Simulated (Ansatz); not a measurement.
Relaxed BaTiO₃ (tetragonal-perovskite type, space group P4mm):

```
CELL_PARAMETERS angstrom
      3.98546     0.00000     0.00000
      0.00000     3.98546     0.00000
      0.00000     0.00000     4.20133
ATOMIC_POSITIONS crystal
  Ti 0.50000 0.50000 0.45767
  Ba 0.00000 0.00000 0.94044
  O  0.50000 0.50000 0.88899
  O  0.50000 0.00000 0.40945
  O  0.00000 0.50000 0.40945
```

In each cell atom 5 (O, nearest neighbour Ti at 2.003 Å; its periodic images, 4.0 Å or more away, move with it) moves by s·(0.577, 0.577, 0.577) (along Cartesian [111]), the rest being held.

Calculation: PBE (plane waves to 420 eV, PAW, scalar-relativistic; Ansatz, an electronic-structure program). k mesh 7×7×6 (Γ-centred), Fermi-Dirac smearing 0.05 eV. F∥ is the force on the atom along that direction. BaTiO3 is run without spin polarisation. BaTiO3 was relaxed with its symmetry unable to fall. 

| s (Å) | F∥ (eV/Å) |
|---|---|
| -0.400 | 2.572 |
| -0.320 | 1.951 |
| -0.240 | 1.394 |
| -0.160 | 0.893 |
| -0.080 | 0.436 |
| 0.000 | 0.000 |
| 0.080 | -0.440 |
| 0.160 | -0.906 |
| 0.240 | -1.421 |
| 0.320 | -1.999 |
| 0.400 | -2.648 |

Task: What is the force constant k = d²E/ds² of this move at s = 0?

Result: 5.42 eV/Å². The forces along the line at the two nearest points give (0.436 − (-0.440)) / (2·0.080) = 5.47 eV/Å²; the next pair corrects for the finite step.

(For displaced atoms, the force is minus the slope of the energy, and its curvature is a force constant, which sets phonon frequencies.)
